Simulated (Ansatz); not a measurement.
Cu3Sb in space group P6/mmm (No. 191; Sb on 1a, Cu on 1b, Cu on 2c), a = b = 4.4783 Å, c = 4.8897 Å, α = β = 90.00°, γ = 120.00°.

Relaxed with r²SCAN.

Question: Tabulate the valence density and the electron localisation function along the shortest Sb–Cu contact (2.44 Å), r²SCAN in the plane-wave PAW code Ansatz.

Answer: 

| distance from Sb (Å) | density (e/Å³) | ELF |
|---|---|---|
| 0.24 | 16.30 | 0.00 |
| 0.37 | 10.53 | 0.01 |
| 0.49 | 5.87 | 0.04 |
| 0.61 | 2.97 | 0.13 |
| 0.73 | 1.54 | 0.24 |
| 0.86 | 0.93 | 0.34 |
| 0.98 | 0.67 | 0.41 |
| 1.10 | 0.55 | 0.48 |
| 1.22 | 0.48 | 0.49 |
| 1.34 | 0.47 | 0.35 |
| 1.47 | 0.52 | 0.22 |
| 1.59 | 0.79 | 0.17 |
| 1.71 | 1.58 | 0.18 |
| 1.83 | 3.63 | 0.23 |
| 1.96 | 8.78 | 0.36 |
| 2.08 | 20.16 | 0.59 |
| 2.20 | 39.45 | 0.80 |

The density is the valence pseudo-density with augmentation charge, so density and ELF within about 1 Å of a nucleus are not all-electron values.

The start of the workflow was typed in or built on a structure type; neither database checked (COD, Materials Project) lists it. Whether it is the stable phase at ambient conditions was not checked. The cell was relaxed with r²SCAN under the symmetry of its start; its stability against distortions is not shown here. The run is not spin-polarised. Its formation energy is positive at this level, so the cell may be metastable or incomplete. Spin–orbit coupling is left out wherever it is not named.

Potentials: the later of the program's two PAW sets.
